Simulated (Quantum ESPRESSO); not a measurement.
## Ir3Mg4Ta (one composition in several site orders)

A calculation, not a measurement. The program is pw.x of Quantum ESPRESSO 7.5 (plane-wave density functional theory). The cell is made up: eight metal atoms on a hexagonal close-packed lattice, with elements, volume, strain and displacements drawn at random and not relaxed, so it may be unstable or far from any real phase. PseudoDojo standard norm-conserving files set the functional (PBE unless stated); there is no spin polarisation or spin-orbit coupling, the Fermi-Dirac width of 0.25 eV means electrons at about 2900 K, and the masses in the input are unused placeholders. Heavy elements are run without spin-orbit coupling, which real alloys of them have. A spin test at this wide smearing found no moment, but such smearing suppresses magnetism that the real alloy may have.

The runs put one composition on the sites in different orders. Cell, positions, cutoff, mesh and smearing stay as in the input of run 1; sites are counted in its order. Stress in the tables is positive in tension.

Input of run 1:

```
&control calculation='scf', pseudo_dir='./dojo.nc.sr.pbe.v0_5.standard.upf', outdir='./o', disk_io='minimal', tprnfor=.true., tstress=.true. /
&system ibrav=0, nat=8, ntyp=3, nbnd=65, ecutwfc=84.00895049, nosym=.true., tot_charge=0,
 occupations='smearing', smearing='fd', degauss=0.0183746611
/
&electrons conv_thr=1.470e-08, electron_maxstep=70, mixing_beta=0.5 /
ATOMIC_SPECIES
Ir 1.0 Ir.upf
Mg 1.0 Mg.upf
Ta 1.0 Ta.upf
CELL_PARAMETERS angstrom
4.4695 -2.6524 0.0631
-2.9992 0.0866 -4.8995
2.8823 5.1362 -0.02
ATOMIC_POSITIONS angstrom
Ir -0.0024 -0.0009 -0.0449
Mg 1.4518 2.5993 0.0265
Ta -0.0825 1.7381 -2.4081
Mg 1.4381 4.3685 -2.4335
Mg 2.9389 -0.0965 0.0137
Ir 4.4708 2.5049 -0.0405
Ir 1.6132 -0.8484 -2.4752
Mg 2.7958 1.7451 -2.3928
K_POINTS automatic
5 5 4 1 1 1
```

```
run  elements on sites 1 to 8  free energy less that of run 1 (eV)  -TS (eV)  pressure (GPa)  stress xx (GPa)  stress yy (GPa)  stress zz (GPa)  stress yz (GPa)  stress xz (GPa)  stress xy (GPa)  iterations
  1   Ir Mg Ta Mg Mg Ir Ir Mg                                0.000    -1.408          -12.08            13.48            10.90            11.85            -2.69            -0.34            -1.32          12
  2   Ir Mg Mg Mg Ta Mg Ir Ir                               -0.019    -1.368          -12.35            13.67            10.70            12.68            -2.43             4.83            -4.30          12
  3   Mg Mg Ir Mg Ir Ir Mg Ta                               -0.037    -1.354          -12.58            15.00             9.93            12.82            -2.81             4.42            -3.07          14
  4   Mg Mg Ta Ir Ir Ir Mg Mg                               -0.111    -1.351          -12.38             9.90            13.42            13.81             0.62            -0.89            -0.87          14
  5   Ir Mg Ta Ir Mg Ir Mg Mg                                0.568    -1.448          -11.79             7.96            16.47            10.93            -3.43            -0.73             2.76          14
  6   Ir Mg Mg Ta Mg Ir Ir Mg                               -0.386    -1.332          -12.43            11.92            10.72            14.64             1.19             2.94            -1.97          14
```

Forces Fx Fy Fz (eV/Å):

| site | run 1 | run 2 | run 3 | run 4 | run 5 | run 6 |
| --- | --- | --- | --- | --- | --- | --- |
| 1 | 0.25 0.94 -0.81 | 0.69 0.92 0.51 | 0.21 0.29 -0.32 | 0.17 -0.50 0.03 | 0.15 0.43 -0.89 | 0.50 -0.50 -0.08 |
| 2 | -0.03 0.34 0.33 | 0.42 -0.09 0.26 | 0.01 -0.23 -0.19 | 0.08 0.36 -0.62 | 0.43 0.61 -0.54 | 0.04 0.22 0.52 |
| 3 | -0.21 -1.54 -0.40 | 0.61 -0.24 0.10 | 1.22 0.70 -0.51 | -0.39 0.17 -1.24 | 1.00 -0.81 -0.28 | 0.46 -0.14 -0.32 |
| 4 | -0.52 -0.10 -0.14 | -0.14 -0.16 -0.04 | -0.37 -0.03 -0.67 | -0.21 0.12 -0.40 | -0.39 0.29 -0.11 | -0.52 1.42 0.45 |
| 5 | -0.10 -0.25 0.26 | -0.77 -0.48 -1.27 | 0.32 0.48 -0.52 | 0.54 -0.15 0.02 | -0.52 -0.16 0.78 | 0.05 -0.30 -0.07 |
| 6 | -0.90 0.07 0.83 | -0.37 0.22 -0.22 | -0.36 0.05 0.30 | 0.13 0.11 0.86 | -0.33 -0.13 1.00 | -0.04 0.49 -0.32 |
| 7 | 0.59 0.26 0.47 | -1.08 0.10 0.32 | -0.66 -0.09 0.84 | -1.27 -0.61 0.87 | -1.57 -1.15 0.48 | -1.12 -1.29 0.42 |
| 8 | 0.91 0.28 -0.54 | 0.65 -0.27 0.34 | -0.37 -1.17 1.07 | 0.95 0.49 0.48 | 1.22 0.93 -0.45 | 0.63 0.10 -0.61 |

The sites are displaced and not relaxed, so the energy differences mix bonding between neighbours with strain and are not ordering energies. A rerun of one cell of this series at a higher cutoff and on a denser mesh moved values by no more than 0.005 eV in energy, 0.03 GPa in stress and 0.017 eV/Å in force, and a second program with other atomic files agreed on that cell to 2 % rms in force and 0.5 GPa in pressure.